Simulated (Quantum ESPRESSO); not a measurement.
## Band energies of LuCuS₂ at +1 % biaxial strain

```xyz
4
Lattice="3.8353 0.0000 0.0000 -1.9177 3.3215 0.0000 0.0000 0.0000 5.9446" Properties=species:S:1:pos:R:3 pbc="T T T"
S      1.9177     1.1072     4.5911
S      0.0000     0.0000     1.6313
Cu     1.9177     1.1072     2.3247
Lu     0.0000     2.2143     0.0311
```

PBEsol (pw.x of Quantum ESPRESSO, ONCV potentials, no spin-orbit coupling); path ΓMKΓALHA,LM,KH; energies in eV from the valence-band maximum.

| k (1/Å) | point | band 24 | band 25 | band 26 | band 27 | band 28 | band 29 | band 30 | band 31 |
|---|---|---|---|---|---|---|---|---|---|
| 0.00 | Γ | -2.14 | -2.14 | -0.16 | 0.00 | 0.00 | 1.67 | 2.59 | 2.59 |
| 0.53 |  | -2.55 | -2.00 | -1.64 | -0.96 | -0.93 | 1.65 | 3.20 | 3.79 |
| 0.95 | M | -2.38 | -2.20 | -2.00 | -1.79 | -1.42 | 1.40 | 4.14 | 4.63 |
| 1.06 |  | -2.41 | -2.26 | -2.01 | -1.79 | -1.36 | 1.56 | 4.04 | 4.33 |
| 1.49 | K | -2.57 | -2.19 | -1.95 | -1.67 | -1.37 | 2.84 | 3.60 | 3.65 |
| 1.60 |  | -2.57 | -2.21 | -1.94 | -1.73 | -1.29 | 2.81 | 3.48 | 3.71 |
| 2.15 |  | -2.50 | -2.08 | -1.44 | -1.01 | -0.43 | 2.29 | 2.57 | 3.32 |
| 2.58 | Γ | -2.14 | -2.14 | -0.16 | 0.00 | 0.00 | 1.67 | 2.59 | 2.59 |
| 2.69 |  | -2.11 | -2.11 | -0.29 | -0.04 | -0.04 | 1.71 | 2.57 | 2.57 |
| 3.11 | A | -1.78 | -1.78 | -1.20 | -0.51 | -0.51 | 1.81 | 2.42 | 2.42 |
| 3.22 |  | -1.80 | -1.79 | -1.19 | -0.63 | -0.55 | 1.94 | 2.42 | 2.51 |
| 3.85 |  | -2.24 | -2.24 | -1.89 | -0.94 | -0.85 | 1.36 | 3.48 | 3.85 |
| 4.06 | L | -2.29 | -2.26 | -2.08 | -0.96 | -0.74 | 1.27 | 3.36 | 4.11 |
| 4.39 |  | -2.56 | -2.19 | -1.84 | -1.47 | -1.07 | 2.11 | 3.68 | 4.09 |
| 4.60 | H | -2.63 | -2.17 | -1.75 | -1.55 | -1.32 | 2.72 | 3.36 | 3.63 |
| 4.88 |  | -2.52 | -2.16 | -1.73 | -1.43 | -1.15 | 2.40 | 2.93 | 4.22 |
| 5.33 |  | -2.12 | -1.84 | -1.19 | -1.10 | -0.91 | 2.37 | 2.48 | 3.58 |
| 5.70 | A | -1.78 | -1.78 | -1.20 | -0.51 | -0.51 | 1.81 | 2.42 | 2.42 |
| 5.70 | L | -2.29 | -2.26 | -2.08 | -0.96 | -0.74 | 1.27 | 3.36 | 4.11 |
| 6.23 | M | -2.38 | -2.20 | -2.00 | -1.79 | -1.42 | 1.40 | 4.14 | 4.63 |
| 6.23 | K | -2.57 | -2.19 | -1.95 | -1.67 | -1.37 | 2.84 | 3.60 | 3.65 |
| 6.75 | H | -2.63 | -2.17 | -1.75 | -1.55 | -1.32 | 2.72 | 3.36 | 3.63 |

The PBEsol gap is indirect, 1.27 eV, from Γ to L; the smallest direct gap is 1.67 eV.

The 3d shell has no Hubbard U; the runs are without spin polarisation, and magnetic order was not tried. The 4f states are in the valence at their DFT position.

Geometry strained from the cell relaxed with PBEsol, atoms relaxed again.

The structure is a Materials Project entry; no match was found in the copy of COD used, and its stability was not checked.
